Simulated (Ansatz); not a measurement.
## FeGe, several self-consistent solutions

```xyz
8
Lattice="4.6890 0.0000 0.0000 0.0000 4.6890 0.0000 0.0000 0.0000 4.6890" Properties=species:S:1:pos:R:3 pbc="T T T"
Fe    0.6330    0.6330    0.6330
Fe    1.7115    4.0560    2.9775
Fe    2.9775    1.7115    4.0560
Fe    4.0560    2.9775    1.7115
Ge    3.9481    3.9481    3.9481
Ge    3.0854    0.7409    1.6036
Ge    1.6036    3.0854    0.7409
Ge    0.7409    1.6036    3.0854
```

Computed with plane-wave PAW DFT (Ansatz 0.2.0): r2SCAN, 500 eV cutoff, 7×7×7 Γ-centred mesh, fermi-dirac occupations of width 0.050 eV. The atoms are fixed and numbered as listed; spin is collinear, without spin-orbit coupling.

The cycle has several fixed points for this cell. Moments (μB):

```json
{"state": "A", "Fe1": "0.00", "Fe2": "0.00", "Fe3": "0.00", "Fe4": "0.00", "other atoms together": "0.00", "size of the net moment a cell": "0.00"}
{"state": "B", "Fe1": "2.19", "Fe2": "2.19", "Fe3": "2.19", "Fe4": "2.19", "other atoms together": "-0.34", "size of the net moment a cell": "7.82"}
{"state": "C", "Fe1": "2.09", "Fe2": "2.09", "Fe3": "2.09", "Fe4": "-1.97", "other atoms together": "-0.18", "size of the net moment a cell": "3.81"}
{"state": "D", "Fe1": "2.12", "Fe2": "2.12", "Fe3": "-2.12", "Fe4": "-2.12", "other atoms together": "0.00", "size of the net moment a cell": "0.00"}
```

Site moments are taken in small spheres that don't touch (radius about 0.4 of the atom's shortest bond), so those of the magnetic atoms read low, and they needn't add up to the net moment. State A was run without spin polarisation.

Problem. What is the order in energy at zero smearing?

Solution. State C (antiparallel, not compensated) comes first by a margin too small to trust; B (parallel moments) lies 4.6 meV above it, D (antiparallel, compensated) lies 7.7 meV above it, A (without moments) lies 133 meV above it, all counted an atom of the cell. The two lowest differ by only 9.1 meV for each atom with a column above, which mesh or functional could overturn.

Problem. Which states have a gap on the mesh, and what pressure does each exert on this cell?

Solution. A: a narrow gap at most, -11.9 GPa; B: no gap, 2.8 GPa; C: no gap, 1.1 GPa; D: no gap, 2.3 GPa (positive in compression). Moments take up room: without them the pressure is lower, so that state wants a smaller cell.

Problem. How much does the cell gain by forming moments?

Solution. 133 meV an atom of the cell, or 266 meV for each Fe atom, against state A, which has none. In a metal like this the level decides whether moments form at all, so this is no ordering energy.

Of 3 runs begun from atoms with typed moments, each in a different pattern, 1 ended in state C: one start isn't enough to call a state the ground state.

The cell is that of a Crystallography Open Database entry, unchanged.

Caveats: only orders that fit this cell and collinear spins were tried, so the true order may need a larger cell or canted moments; atoms and cell are not relaxed, and each state would relax in its own way; r2SCAN overestimates the moments and magnetic energies of itinerant metals, and can make a paramagnetic metal magnetic; the k mesh is coarse, so differences of a few meV are uncertain where a state is a metal; one start a pattern, so a lower state of the same pattern may exist; the nearest magnetic atoms form triangles, which frustrates antiparallel coupling, so the true order may be non-collinear or need another cell.
